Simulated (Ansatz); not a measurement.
BN (wurtzite, P6_3mc), r²SCAN (plane waves, PAW; program Ansatz). The conduction-band minimum lies at K, with 2 equivalent valleys. Second derivatives d²E/dk² of the lowest band at one valley (eV·Å²), along Cartesian directions:

| direction | d²E/dk² |
|---|---|
| [100] | 15.33 |
| [010] | 15.33 |
| [001] | 25.73 |
| [110] | 15.33 |
| [101] | 20.53 |
| [011] | 20.53 |

Task: Find the principal effective masses, the density-of-states mass and the conductivity mass.

Result: Off-diagonal terms follow from H_xy = H[110] − (H_xx + H_yy)/2, and m*/mₑ = 7.620 eV·Å² over each eigenvalue: 0.30, 0.50, 0.50. One valley's DOS mass (m₁m₂m₃)^(1/3) = 0.42, conductivity mass 3/(Σ 1/mᵢ) = 0.41 mₑ.

Task: What effective density of states Nc follows at 300 K for parabolic valleys?

Result: Nc = 2.509e19 × 2 × (0.42)^(3/2) ≈ 1.4e19 cm⁻³.

The cell was relaxed with r²SCAN under the symmetry of its start.

Potentials: the later of the program's two PAW sets.

Edges and masses are those of Kohn–Sham bands, whose gap is no quasiparticle gap.
